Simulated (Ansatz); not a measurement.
**Diamond alloy of Si and Ge (40 of 64 Si sites exchanged), 64 atoms**

Ansatz, PAW, plane waves. PBEsol relaxation of volume and atoms (shape held) at the single k point (½, ½, ½); single points on the relaxed atoms at the Γ point alone, onto which points of the small cell's zone fold. Arrangement: quasirandom. No spin–orbit coupling unless named.

Relaxed structure:

```
Ge Si
1.0
    11.15481    0.00000    0.00000
     0.00000   11.15481    0.00000
     0.00000    0.00000   11.15481
Ge Si
40 24
Direct
  0.99749 0.99642 0.00171
  0.99755 0.99732 0.49770
  0.00209 0.50364 0.49779
  0.49848 0.50429 0.00056
  0.12534 0.12268 0.12849
  0.12497 0.12544 0.62242
  0.12402 0.62107 0.12686
  0.62380 0.12272 0.12455
  0.62442 0.12012 0.62249
  0.62362 0.62565 0.61950
  0.24939 0.25048 0.00106
  0.25230 0.25247 0.49702
  0.25036 0.74658 0.99804
  0.24759 0.74771 0.49721
  0.75105 0.25138 0.00130
  0.75067 0.24739 0.49738
  0.75039 0.75067 0.00312
  0.37264 0.37752 0.12822
  0.37526 0.87652 0.12596
  0.37594 0.87524 0.62057
  0.87577 0.37523 0.62237
  0.24994 0.99927 0.74877
  0.75053 0.99749 0.25216
  0.75126 0.50286 0.24857
  0.75004 0.50132 0.74802
  0.37625 0.12410 0.87604
  0.87260 0.12204 0.87274
  0.87814 0.62548 0.87532
  0.99888 0.25279 0.25180
  0.00005 0.25025 0.74963
  0.99848 0.75157 0.25150
  0.49666 0.24683 0.25172
  0.49819 0.25162 0.74647
  0.50124 0.74760 0.25361
  0.49818 0.74855 0.74983
  0.12527 0.37892 0.87441
  0.12197 0.87130 0.87172
  0.62215 0.37639 0.37569
  0.62403 0.37651 0.87483
  0.62480 0.87675 0.87502
  0.99924 0.49874 0.00119
  0.50008 0.99989 0.99979
  0.50023 0.99822 0.49547
  0.49545 0.50046 0.49923
  0.12511 0.62571 0.62637
  0.62489 0.62637 0.12541
  0.75032 0.75183 0.49875
  0.37349 0.37937 0.62376
  0.87656 0.37702 0.12408
  0.87405 0.87413 0.12728
  0.87320 0.87166 0.62439
  0.25010 0.99888 0.25393
  0.24910 0.49992 0.25359
  0.25020 0.50245 0.74750
  0.75041 0.99606 0.74682
  0.37437 0.12086 0.37559
  0.37318 0.62130 0.37521
  0.37307 0.62308 0.87182
  0.87498 0.12438 0.37356
  0.87336 0.62878 0.37638
  0.99887 0.74852 0.74532
  0.12633 0.37751 0.37387
  0.12536 0.87538 0.37337
  0.62583 0.87399 0.37783
```

(1) What are the mean bond lengths by pair (pairs within 1.2 times the sum of covalent radii, less contacts 15 % beyond the pair's median; cation–cation pairs of compounds aside; long ionic contacts are cut short by that bound)?

(2) What gap lies between the top filled and the lowest empty level in the single points?

## Answers

(1) Ge–Ge 2.443 ± 0.009 Å (standard deviation, 50 bonds); Ge–Si 2.406 ± 0.009 Å (standard deviation, 60 bonds); Si–Si 2.371 ± 0.007 Å (standard deviation, 18 bonds).

(2) HSE06 1.13 eV (36 s on NVIDIA GB300). An indirect band minimum needn't fold onto Γ of this cell; where it doesn't, these gaps are too wide.
